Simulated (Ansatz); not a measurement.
# Sr: energy along a strain

Sr, Fm-3m, a = 6.085 Å (as given, not relaxed at this level: -0.9 GPa). Ansatz: PBEsol, PAW, 420 eV, Γ-centred 10×10×10 mesh on 1 atom, Gaussian smearing 0.03 eV; no spin polarisation. Cell vectors (Å): 0.000 3.042 3.042; 3.042 0.000 3.042; 3.042 3.042 0.000. The cell is strained by x per cent times the pattern (1 -1 0 0 0 0) in the order xx yy zz yz xz xy (engineering shears), with fractional coordinates held. y is the free energy over the start, V0 = 56.319 Å³/atom. Symmetry makes y even in x. Points with a strain past 8.5 % were computed too (2) and aren't used here.

```
x (%) y (meV/atom)
-5.00          2.02
 0.00          0.00
 1.25          0.04
 2.50          0.34
 3.75          0.98
 6.25          3.59
 7.50             ?
```

Problem. Fit y = c2 x² + c4 x⁴ to the other rows, get the stiffness along the pattern, and predict the missing energy.

Solution. Least squares on the rows shown. y = 0.05665 x² + 0.0009110 x⁴. The clamped-ion stiffness p·C·p = 2 × 0.5665 eV × 160.2 / 56.319 Å³ = 3.2 GPa (second derivative at the start, which stands under stress). With a term in x⁶ added, the coefficient of x² becomes 0.04485, 21 % less, which shows how far this figure hangs on the form. At x = 7.50 the fit asked for gives 6.07 meV/atom. The run gave 5.84 meV/atom, so the fit is 0.23 meV/atom too high, 3.9 % of the span of the series, against an rms of 0.04 meV/atom on the fitted rows. The row lies outside the fitted range. With a term in x⁶ added, a fit to the same known rows predicts 5.36 meV/atom, which misses by about as much or more on the other side: the known rows don't fix the higher terms.